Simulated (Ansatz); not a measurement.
Starting cell, MoSi₂ (MoSi2 type, space group I4/mmm):

```xyz
3
Lattice="-1.6009 1.6009 3.9093 1.6009 -1.6009 3.9093 1.6009 1.6009 -3.9093" Properties=species:S:1:pos:R:3 pbc="T T T"
Mo     0.0000     0.0000     0.0000
Si     0.0000     0.0000     2.6216
Si     0.0000     0.0000     5.1970
```

In this cell atom 1 (Mo, nearest neighbour Si at 2.605 Å; its periodic images, 3.2 Å or more away, move with it) is moved by s along Cartesian z, unit vector (0.000, 0.000, 1.000); all other atoms and the cell stay fixed.

These are r2SCAN (plane waves to 500 eV, PAW, scalar-relativistic; Ansatz, an electronic-structure program) values and carry that method's errors. k mesh 12×12×12 (Γ-centred), Fermi-Dirac smearing 0.05 eV. The energy includes the smearing's −TS. With partly filled bands, energies and forces of such displacements shift with the k mesh and the smearing. MoSi2 is run without spin polarisation. MoSi2 was relaxed with its symmetry unable to fall. ΔE is measured from the undisplaced structure. The last digit holds for this mesh only.

| s (Å) | ΔE (meV/cell) |
|---|---|
| -0.260 | 477.5 |
| -0.208 | 301.8 |
| -0.156 | 168.1 |
| -0.104 | 74.2 |
| -0.052 | 18.5 |
| 0.000 | 0.0 |
| 0.052 | 18.5 |
| 0.104 | 74.2 |
| 0.156 | 168.1 |
| 0.208 | 301.8 |
| 0.260 | 477.5 |

Question: What force constant k = d²E/ds² at s = 0 does the table give?

Answer: 14 eV/Å². It is the second difference of the nearest points, corrected with the next pair.

Question: With k = 13.63 eV/Å² from the forces, is the well harmonic out to s = 0.260 Å?

Answer: ½ks² = 461 meV/cell against the computed 477 meV/cell, so the well is close to harmonic there.

(A displaced cell: forces are minus the slopes of the energy, force constants its curvatures, and phonons follow from these.)
